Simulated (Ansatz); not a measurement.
BN:
```cif
data_B6N6
_chemical_formula_sum 'B6 N6'
_space_group_name_H-M_alt 'P 1'
_space_group_IT_number 1
_cell_length_a 2.56008
_cell_length_b 2.56008
_cell_length_c 12.59485
_cell_angle_alpha 90.000
_cell_angle_beta 90.000
_cell_angle_gamma 120.000
loop_
_space_group_symop_operation_xyz
  'x, y, z'
loop_
_atom_site_label
_atom_site_type_symbol
_atom_site_fract_x
_atom_site_fract_y
_atom_site_fract_z
_atom_site_occupancy
B1 B 0.00000 0.00000 0.00006 1
B2 B 0.00000 0.00000 0.50006 1
B3 B 0.66667 0.33333 0.83268 1
B4 B 0.33333 0.66667 0.33268 1
B5 B 0.66667 0.33333 0.16656 1
B6 B 0.33333 0.66667 0.66656 1
N1 N 0.00000 0.00000 0.87440 1
N2 N 0.00000 0.00000 0.37440 1
N3 N 0.66667 0.33333 0.70808 1
N4 N 0.33333 0.66667 0.20808 1
N5 N 0.66667 0.33333 0.04191 1
N6 N 0.33333 0.66667 0.54191 1
```

Relaxed with PBE.

Decompose the optical modes at the zone centre into irreducible representations, and say which are infrared and Raman allowed.

Point group 6mm: Γ_opt = 5A1 + 6B1 + 5E1 + 6E2. Infrared: A1, E1. Raman: A1, E1, E2.

Assign frequencies (DFPT, PBE (plane waves, PAW; program Ansatz); without the LO–TO term).

E2 245, E2 251, E1 416, E1 423, B1 431, B1 435, E2 479, A1 777, A1 783, B1 952, E2 956, E1 966, E1 985, E2 1010, E2 1017, A1 1019, E1 1032, B1 1118, A1 1184, A1 1191, B1 1235, B1 1247 cm⁻¹.

Subscripts of B labels follow the axes of the standard setting.

Space group P6_3mc. The cell is a constructed one: a structure type filled with these elements. Its sites differ from those of the usual phase in this space group: another stacking or structure type. Symmetry was held in the PBE relaxation; its stability against distortions is not shown here.

Potentials: the later of the program's two PAW sets.
